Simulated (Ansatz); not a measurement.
A relaxation computed with Ansatz, from input to last step.

```yaml
crystal:
  lattice:
    - [-1.6603177757, 1.6603177757, 4.0729670435]
    - [1.6603177757, -1.6603177757, 4.0729670435]
    - [1.6603177757, 1.6603177757, -4.0729670435]
  atoms:
    - { symbol: Zn, position: [0.665, 0.665, 0.0] }
    - { symbol: Zn, position: [0.335, 0.335, 0.0] }
    - { symbol: Au, position: [0.0, 0.0, 0.0] }
basis:
  ecutwfc: 420
kpoints:
  mp_grid: { grid: [8, 8, 8] }
hamiltonian:
  xc: pbe
scf:
  occupations: { method: gaussian, width: 0.1 }
  lower_state_search: "off"
output:
  forces: true
  stress: true
  eigenvalues: true
relax:
  adjacent_minimum: "off"
  f_tol: 0.04
  max_steps: 70
  cell: { stress_tol: 0.4 }
```

```bash
ansatz run input.yaml --threads 1 --pin off --max-ram 2560MiB --backend cpu --events-out ev --progress --plain --runs-dir out
```

These are results of Ansatz, DFT PBE, scalar-relativistic, plane waves, PAW, not measurements.

Of 6 frames 6 are shown, positions in Å and forces in eV/Å; the SCF threshold varies from step to step. Steps run on the plane waves of an earlier cell, with a Pulay correction in the pressure. The basis is chosen afresh for the last frame, the zero of the energies, and at times for earlier ones too; energy and pressure step there, also at an unchanged geometry.

```xyz
3
Lattice="-1.6603 1.6603 4.0730 1.6603 -1.6603 4.0730 1.6603 1.6603 -4.0730" Properties=species:S:1:pos:R:3:forces:R:3 pbc="T T T" step=1 free_energy_over_end_meV_per_atom=24.93 pressure_GPa=7.53
Zn    0.0000    0.0000    5.4170    0.0000    0.0000    0.2444
Zn    0.0000    0.0000    2.7289    0.0000    0.0000   -0.2444
Au    0.0000    0.0000    0.0000    0.0000    0.0000    0.0000
3
Lattice="-1.7082 1.7082 4.1354 1.7082 -1.7082 4.1354 1.7082 1.7082 -4.1354" Properties=species:S:1:pos:R:3:forces:R:3 pbc="T T T" step=2 free_energy_over_end_meV_per_atom=2.24 pressure_GPa=-0.71
Zn    0.0000    0.0000    5.5144    0.0000    0.0000    0.0389
Zn    0.0000    0.0000    2.7563    0.0000    0.0000   -0.0389
Au    0.0000    0.0000    0.0000    0.0000    0.0000    0.0000
3
Lattice="-1.7105 1.7105 4.1091 1.7105 -1.7105 4.1091 1.7105 1.7105 -4.1091" Properties=species:S:1:pos:R:3:forces:R:3 pbc="T T T" step=3 free_energy_over_end_meV_per_atom=1.20 pressure_GPa=-0.21
Zn    0.0000    0.0000    5.4819    0.0000    0.0000    0.0153
Zn    0.0000    0.0000    2.7363    0.0000    0.0000   -0.0153
Au    0.0000    0.0000    0.0000    0.0000    0.0000    0.0000
3
Lattice="-1.7212 1.7212 4.0517 1.7212 -1.7212 4.0517 1.7212 1.7212 -4.0517" Properties=species:S:1:pos:R:3:forces:R:3 pbc="T T T" step=4 free_energy_over_end_meV_per_atom=1.16 pressure_GPa=0.42
Zn    0.0000    0.0000    5.4095    0.0000    0.0000   -0.0283
Zn    0.0000    0.0000    2.6938    0.0000    0.0000    0.0283
Au    0.0000    0.0000    0.0000    0.0000    0.0000    0.0000
3
Lattice="-1.7163 1.7163 4.0815 1.7163 -1.7163 4.0815 1.7163 1.7163 -4.0815" Properties=species:S:1:pos:R:3:forces:R:3 pbc="T T T" step=5 free_energy_over_end_meV_per_atom=0.72 pressure_GPa=0.01
Zn    0.0000    0.0000    5.4468    0.0000    0.0000   -0.0023
Zn    0.0000    0.0000    2.7162    0.0000    0.0000    0.0023
Au    0.0000    0.0000    0.0000    0.0000    0.0000    0.0000
3
Lattice="-1.7163 1.7163 4.0815 1.7163 -1.7163 4.0815 1.7163 1.7163 -4.0815" Properties=species:S:1:pos:R:3:forces:R:3 pbc="T T T" step=6 free_energy_over_end_meV_per_atom=0.00 pressure_GPa=0.02
Zn    0.0000    0.0000    5.4468    0.0000    0.0000   -0.0026
Zn    0.0000    0.0000    2.7162    0.0000    0.0000    0.0026
Au    0.0000    0.0000    0.0000    0.0000    0.0000    0.0000
```

The start puts this composition into another compound's structure type, which needn't suit it. At the end the space group is I4/mmm (tolerance 0.05 Å).

The run took 7.9 s on 1 thread of AMD EPYC 9B45 (Zen 5), with other jobs on the host, peak memory 0.42 GiB.

The k mesh is coarse. Spin–orbit coupling is left out, which can shift energies with elements as heavy as these.